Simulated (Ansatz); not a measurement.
Input file for Ansatz (a program for electronic structure):

Ansatz 0.2 input:
```yaml
crystal:
  lattice:
    - [0.0, 2.78648, 2.78648]
    - [2.78648, 0.0, 2.78648]
    - [2.78648, 2.78648, 0.0]
  atoms:
    - { symbol: La, position: [0.0, 0.0, 0.0] }
    - { symbol: H, position: [0.5, 0.5, 0.5] }
    - { symbol: H, position: [0.75, 0.75, 0.75] }
    - { symbol: H, position: [0.25, 0.25, 0.25] }
kpoints:
  mp_grid: { grid: [7, 7, 7] }
hamiltonian:
  xc: r2scan
  pseudopotentials: { kind: paw }
magnetization: { noncollinear: true, spin_orbit: true }
scf:
  occupations: { method: gaussian, width: 0.01 }
output: { topological_invariants: true }
```

Output (shortened):

```
Pseudopotential: La, paw_fr, valence charge 11
Pseudopotential: H, paw_fr, valence charge 1
Functional definition: r2SCAN
non-collinear run that drives no moment, with spin-orbit …
Crystal: 4 atoms, lattice volume = 43.271 Å³
Basis set: ecut = 500 eV, 1067 PW (Γ), exchange–correlation on 120×120×120 points (64 copies of the dense FFT grid, shifted against one another)
Bands: 22, of which v1, the nominal top of the filled ones, is band 14 counted from 1 (13 counted from 0)
Symmetry: 48 space group operations + 48 with time reversal
k-points: 20 of 343
Projection manifold: j_resolved (fully-relativistic pseudo-atomic orbitals)
SCF iter   1: F=—  HF=-6301.573362 eV  |F-HF|=—  |Δ(HF+E_count)|=         —  Δρ=6.92e-2  dr2=2.21e0  dr2_τ=5.04e-3  dr2_m=0.00e0 (ungated)  ethr=3.10e-3  |M|=0.00e0 ∫|m|=0.00e0 μB  |m|>n=0.0e0 m-floor=0.0e0 τ_xc=0.0e0  β_m=0.30  ⟨swp⟩=5.5  Hψ=1251  notcnv=0
preconditioner: auto → none
SCF iter   2: F=—  HF=-6301.344711 eV  |F-HF|=—  |Δ(HF+E_count)|=   2.29e-1  Δρ=4.01e-2  dr2=6.85e-1  dr2_τ=3.52e-3  dr2_m=0.00e0 (ungated)  ethr=3.10e-3  |M|=0.00e0 ∫|m|=0.00e0 μB  |m|>n=0.0e0 m-floor=0.0e0 τ_xc=0.0e0  β_m=0.48  ⟨swp⟩=3.9  Hψ=549  notcnv=0  defer=58
SCF iter   3: F=—  HF=-6301.220176 eV  |F-HF|=—  |Δ(HF+E_count)|=   1.25e-1  Δρ=5.65e-3  dr2=1.78e-2  dr2_τ=1.52e-4  dr2_m=0.00e0 (ungated)  ethr=3.10e-3  |M|=0.00e0 ∫|m|=0.00e0 μB  |m|>n=0.0e0 m-floor=0.0e0 τ_xc=0.0e0  β_m=0.65  ⟨swp⟩=5.8  Hψ=511  notcnv=0  defer=58
SCF iter   4: F=—  HF=-6301.221436 eV  |F-HF|=—  |Δ(HF+E_count)|=   1.26e-3  Δρ=4.42e-3  dr2=1.02e-2  dr2_τ=2.82e-5  dr2_m=0.00e0 (ungated)  ethr=1.27e-4  |M|=0.00e0 ∫|m|=0.00e0 μB  |m|>n=0.0e0 m-floor=0.0e0 τ_xc=0.0e0  β_m=0.72  ⟨swp⟩=4.7  Hψ=582  notcnv=0  defer=60
SCF iter   5: F=—  HF=-6301.218984 eV  |F-HF|=—  |Δ(HF+E_count)|=   2.45e-3  Δρ=1.15e-3  dr2=6.46e-4  dr2_τ=2.68e-6  dr2_m=0.00e0 (ungated)  ethr=7.32e-5  |M|=0.00e0 ∫|m|=0.00e0 μB  |m|>n=0.0e0 m-floor=0.0e0 τ_xc=0.0e0  β_m=0.72  ⟨swp⟩=4.3  Hψ=409  notcnv=0  defer=60
SCF iter   6: F=—  HF=-6301.218830 eV  |F-HF|=—  |Δ(HF+E_count)|=   1.54e-4  Δρ=1.06e-4  dr2=3.92e-6  dr2_τ=9.91e-8  dr2_m=0.00e0 (ungated)  ethr=4.61e-6  |M|=0.00e0 ∫|m|=0.00e0 μB  |m|>n=0.0e0 m-floor=0.0e0 τ_xc=0.0e0  β_m=0.77  ⟨swp⟩=4.2  Hψ=435  notcnv=0  defer=60
SCF iter   7: F=—  HF=-6301.218832 eV  |F-HF|=—  |Δ(HF+E_count)|=   2.14e-6  Δρ=1.77e-5  dr2=1.30e-7  dr2_τ=6.91e-10  dr2_m=0.00e0 (ungated)  ethr=2.80e-8  |M|=0.00e0 ∫|m|=0.00e0 μB  |m|>n=0.0e0 m-floor=0.0e0 τ_xc=0.0e0  β_m=0.84  ⟨swp⟩=2.0  Hψ=310  notcnv=0  defer=60
SCF iter   8: F=-6301.218832 eV  HF=-6301.218832 eV  |F-HF|=7.46e-11  |Δ(HF+E_count)|=   2.49e-8  Δρ=1.34e-6  dr2=8.07e-10  dr2_τ=3.46e-12  dr2_m=0.00e0 (ungated)  ethr=7.14e-10  |M|=0.00e0 ∫|m|=0.00e0 μB  |m|>n=0.0e0 m-floor=0.0e0 τ_xc=0.0e0  ⟨swp⟩=11.5  Hψ=1215  notcnv=0
Converged-ψ floor refinement (derivative, response, wavefunction or occupation consumer): ⟨swp⟩=11.3  Hψ=3431  notcnv=0
SCF 1 converged in 8 iterations: F = -6301.218832 eV  dr2 = 8.07e-10
NSCF: frozen V_eff on 44 k-points
SCF converged after 8 iterations
Magnetization: |M| = 0.0000 μB,  M = (+0.0000, +0.0000, +0.0000) μB
Absolute magnetization: 0.0000 μB (∫|m|)
  site 0: m = (+0.0000, +0.0000, +0.0000) μB, |m| = 0.0000 μB  (R = 1.00 Å)
  site 1: m = (+0.0000, +0.0000, +0.0000) μB, |m| = 0.0000 μB  (R = 1.00 Å)
  site 2: m = (+0.0000, +0.0000, +0.0000) μB, |m| = 0.0000 μB  (R = 1.00 Å)
  site 3: m = (+0.0000, +0.0000, +0.0000) μB, |m| = 0.0000 μB  (R = 1.00 Å)
Free energy (F): -6301.218832 eV
Harris-Foulkes:  -6301.218832 eV  (|F-HF|=7.46e-11)
Internal energy: -6301.218832 eV  (E = F + TS)
E sigma→0 (E₀):  -6301.218832 eV
Fermi energy:    10.989383 eV
--- Per-component energies (eV) ---
  E_band       = -55.073685
  E_kinetic    = 232.503753
  E_local      = -326.545107  (includes V_loc(G=0)·N_el)
  E_nonlocal   = 98.770076
  E_hartree    = 97.747190
  E_xc         = -160.227074
  E_vxc        = -198.767132  (∫ρ·V_xc dr)
  E_paw        = -5425.529541  (= ΣΔE_a)
  E_vpaw       = -65.954149  (= ΣTr[D̂ρ^β])
  E_aug_tail   = -0.001335  (compensation charges beyond the density's cutoff)
  E_vtau       = 9.425621  (kinetic-family band-sum trace: ∫τ·v_τ [+ j·A + Jᵃ·Aᵃ] dr)
  E_ewald      = -818.004712
  E_core_change = 0.067918  (= ΣΔE_core)
  E_smearing   =  0.000000  (= −TS)
  E_closure    =  0.000000  (closes the sum)
  Σ components = -6301.218832   (vs F -6301.218832, Δ=0.00e0)
  [band-id]    e_kinetic+e_local+e_nonlocal+2·e_hartree+e_vxc+e_vpaw+e_augmentation_tail+e_vtau = -55.073894   (vs E_band -55.073685, Δ=-2.09e-4)
--- Band table (eV; the first three rows and the last of 20) ---
  k-point 0: bands = ["-23.8885", "-23.8885", "-8.4521", "-8.4521", "-5.9413", "-5.9413", "-5.9413", "-5.9413", "2.3463", "2.3463", "7.3388", "7.3388", "10.9268", "10.9268", "11.1739", "11.1739", "11.1739", "11.1739", "11.2844", "11.2844", "12.1273", "12.1273"]
  k-point 1: bands = ["-23.8640", "-23.8640", "-8.5299", "-8.5299", "-6.1355", "-6.1355", "-5.9672", "-5.9672", "2.8406", "2.8406", "6.7594", "6.7594", "10.0477", "10.0477", "11.3008", "11.3008", "11.3843", "11.3843", "11.9765", "11.9765", "12.0951", "12.0951"]
  k-point 2: bands = ["-23.8084", "-23.8084", "-8.7203", "-8.7203", "-6.4977", "-6.4977", "-6.0245", "-6.0245", "3.8518", "3.8518", "6.1289", "6.1289", "8.9163", "8.9163", "11.2757", "11.2757", "11.3939", "11.3939", "12.1499", "12.1499", "12.2240", "12.2240"]
  k-point 19: bands = ["-23.7166", "-23.7166", "-8.9430", "-8.9430", "-6.7897", "-6.7897", "-6.4456", "-6.4456", "5.5902", "5.5902", "5.8013", "5.8013", "6.2235", "6.2235", "11.5788", "11.5788", "12.2602", "12.2602", "12.2918", "12.2918", "12.6065", "12.6065"]…
--- Topological invariants of the lowest 14 bands, as many as the electrons (of this functional, at the state reached) ---
  Z2 = 0;(000), z4 = 0
  bands 14 and 15 are separated throughout the zone, as estimated from the states at the SCF's k-points
  smallest direct gap kept (no minimum is searched for): 0.2472 eV, known to 1.3e-4 eV, at k = (0.0000, 0.0000, 0.0000) in reciprocal vectors
  plane       ν
  k1 = 0      0
  k1 = 1/2    0
  k2 = 0      0
  k2 = 1/2    0
  k3 = 0      0
  k3 = 1/2    0
```

Cost: roughly 120 core-seconds on shared cores.

Space group Fm-3m. The workflow started from a Materials Project entry (that database holds measured and hypothetical structures alike); the Crystallography Open Database copy checked does not list it. Its standing as an ambient phase is unchecked. Symmetry was held in the r²SCAN relaxation. At this level the phase is dynamically unstable (imaginary phonons).

Potentials: the later of the program's two PAW sets.

Ansatz is a plane-wave DFT program.
